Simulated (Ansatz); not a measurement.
With the program Ansatz at the PBEsol level (PAW), Si₂Mo in the orthorhombic phase (Fddd; Si on 16f, Mo on 8a) relaxes to a = 4.572 Å, b = 7.962 Å, c = 8.722 Å. Its formation energy from the elements is -0.53 eV/atom, with no fitted shifts.

Electronic character: metallic (no gap).

An equation-of-state fit gives a bulk modulus of 211 GPa.

The start of the workflow was typed in or built on a structure type; neither database checked (COD, Materials Project) lists it. It is not the phase usual at ambient conditions (space group No. 139). The PBEsol relaxation kept the symmetry of its start; whether a distortion lowers the energy is not shown. The run is not spin-polarised. The references are the lowest solids computed at this level, not always the standard phases. Spin–orbit coupling is left out wherever it is not named.

Potentials: the earlier of the program's two PAW sets. The files were generated under PBE; for other functionals the program regenerates the frozen cores, and for LDA and PBEsol the local potential too.
